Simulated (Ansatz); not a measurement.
The cell comes from COD entry 1510856, which wasn't checked; take it as a given geometry. The listed cell was then made from it by scaling, straining or moving an atom.

ZrB2: DFT, LDA, PAW with Ansatz's default frozen-core files, scalar-relativistic (Ansatz 0.2.0). What sets it apart from a plain run of this crystal: zz strain of -1 %.

Command: `ansatz run input.yaml --threads 1 --pin off --max-ram 6144MiB --backend cpu --events-out ev --progress --plain --runs-dir out` The run took 3.7 s on 1 thread of Arm Neoverse V2, on a shared host, peak memory 0.36 GiB.

```yaml
crystal:
  lattice:
    - [3.1649998255, 0.0, 0.0]
    - [-1.5824999128, 2.7409702519, 0.0]
    - [0.0, 0.0, 3.4848]
  atoms:
    - { symbol: Zr, position: [0.0, 0.0, 0.0] }
    - { symbol: B, position: [0.3333333333, 0.6666666667, 0.5] }
    - { symbol: B, position: [0.6666666667, 0.3333333333, 0.5] }
kpoints:
  mp_grid: { grid: [12, 12, 9] }
scf:
  occupations: { method: fermi_dirac, width: 0.05 }
hamiltonian:
  xc: lda
  pseudopotentials: { kind: paw }
output:
  forces: true
  stress: true
  eigenvalues: true
  efg: { contact_densities: true }
  write_density: true
  write_potential: true
  elf: true
  volumetric_format: npy
```

Output (standing set-up lines are left out):

```
Crystal: 3 atoms, lattice volume = 30.231 Å³
SCF iter   1: F=—  HF=-4380.266724 eV  |F-HF|=—  |Δ(HF+E_count)|=         —  Δρ=5.05e-3  dr2=4.99e-3  ethr=1.77e-3  ⟨swp⟩=5.0  Hψ=6097  notcnv=0
preconditioner: auto → none  [insulator: Δε(μ)=0.195 eV  Ē_g=16.941 eV  σ=0.050 eV  W_gap=0.51  n_scr=8 (ndim 8)  ℏωp=27.0 eV  f_vac=0.000  D(μ)=0.23/eV (n_scr^D=0)  ε∞_Penn≈3.5]
SCF iter   2: F=—  HF=-4380.265654 eV  |F-HF|=—  |Δ(HF+E_count)|=   1.07e-3  Δρ=2.37e-3  dr2=7.74e-4  ethr=2.77e-5  ⟨swp⟩=1.2  Hψ=2063  notcnv=0
SCF iter   3: F=—  HF=-4380.265548 eV  |F-HF|=—  |Δ(HF+E_count)|=   1.07e-4  Δρ=2.94e-4  dr2=1.04e-5  ethr=4.30e-6  ⟨swp⟩=2.9  Hψ=2091  notcnv=0
SCF iter   4: F=—  HF=-4380.265547 eV  |F-HF|=—  |Δ(HF+E_count)|=   1.06e-6  Δρ=5.12e-5  dr2=6.14e-7  ethr=5.79e-8  ⟨swp⟩=2.0  Hψ=2072  notcnv=0
iter 5 did not close the SCF: its close was put off for the readings that it lacked (scf_convergence_deferred on its scf_iter line)
SCF iter   5: F=-4380.265546 eV  HF=-4380.265546 eV  |F-HF|=3.40e-9  |Δ(HF+E_count)|=   1.57e-7  Δρ=6.29e-6  dr2=7.83e-9  ethr=3.41e-9  ⟨swp⟩=2.1  Hψ=1977  notcnv=0
SCF iter   6: F=-4380.265546 eV  HF=-4380.265546 eV  |F-HF|=2.93e-10  |Δ(HF+E_count)|=   1.40e-9  Δρ=1.46e-6  dr2=3.93e-10  ethr=4.35e-11  ⟨swp⟩=4.7  Hψ=6384  notcnv=0
SCF 1 converged in 6 iterations: F = -4380.265546 eV  dr2 = 3.93e-10
  greatest PAW one-centre occupation: 0.997 electrons in one spin orbital (limit 2), on the Zr atom at site 0 (counted from 0), in its partial waves of l = 0
SCF converged after 6 iterations
Free energy (F): -4380.265546 eV
Harris-Foulkes:  -4380.265546 eV  (|F-HF|=2.93e-10)
Internal energy: -4380.263549 eV  (E = F + TS)
E sigma→0 (E₀):  -4380.264548 eV
Entropy (-TS):   -0.001997 eV (-0.666 meV/atom)
Fermi energy:    15.881741 eV
--- Per-component energies (eV) ---
  E_band       = -23.549968
  E_kinetic    = 437.328091
  E_local      = -554.374573  (includes V_loc(G=0)·N_el)
  E_nonlocal   = 105.912867
  E_hartree    = 174.285070
  E_xc         = -228.031899
  E_vxc        = -271.445968  (∫ρ·V_xc dr)
  E_paw        = -2994.135237  (= ΣΔE_a)
  E_vpaw       = -89.540966  (= ΣTr[D̂ρ^β])
  E_aug_tail   = 0.000015  (compensation charges beyond the density's cutoff)
  E_ewald      = -1321.709952
  E_core_change = 0.462069  (= ΣΔE_core)
  E_smearing   = -0.001997  (= −TS)
  E_closure    = 0.000000  (closes the sum)
  Σ components = -4380.265546   (vs F -4380.265546, Δ=0.00e0)
--- Forces (eV/Å), atoms counted from 1 ---
  atom   1  Zr     0.00000000     0.00000000     0.00000000
  atom   2  B      0.00000000    -0.00000000     0.00000000
  atom   3  B      0.00000000     0.00000000     0.00000000
  max |Σ_I F_I| component: 7.40e-17 eV/Å
--- Stress (GPa, compression-positive) ---
       -6.533871       0.000000       0.000000
       -0.000000      -6.533871      -0.000000
        0.000000      -0.000000      -1.948686
  P = ⅓ Tr σ = -5.0055 GPa (-50.055 kbar)
--- PAW observables at the nuclei: V_zz in 10²¹ V/m², potentials from the cell's mean, atoms counted from 1 ---
  atom   1  Zr V_zz =    +4.587046   η = 0.0000   by run symmetry: allowed
            electrostatic potential = -5930.895507 V   contact ρ = 488369.608964 e/Å³
  atom   2  B  V_zz =    -0.000431   η = 0.0000   by run symmetry: allowed
            electrostatic potential = -333.145316 V   contact ρ = 475.400013 e/Å³
  atom   3  B  V_zz =    -0.000431   η = 0.0000   by run symmetry: allowed
            electrostatic potential = -333.145316 V   contact ρ = 475.400013 e/Å³
--- Band table (eV; the first three rows and the last of 95) ---
  k-point 0: bands = ["-32.6155", "-10.8595", "-10.2980", "-10.2980", "3.1683", "13.0657", "13.0657", "13.2078", "13.6114", "19.2484", "19.2484", "20.1342", "20.1342"]
  k-point 1: bands = ["-32.6128", "-10.9102", "-10.2945", "-10.2945", "3.3613", "12.2064", "13.1856", "13.1856", "14.5591", "18.3601", "18.3601", "19.7415", "19.7415"]
  k-point 2: bands = ["-32.6058", "-11.0358", "-10.2854", "-10.2854", "3.8928", "10.9789", "13.5371", "13.5371", "15.6957", "17.2590", "17.2590", "18.7877", "18.7877"]
  k-point 94: bands = ["-32.4579", "-10.9759", "-10.9205", "-10.9205", "7.1186", "7.1186", "10.8784", "13.1377", "13.1377", "20.0085", "21.7987", "21.7987", "22.6262"]
```
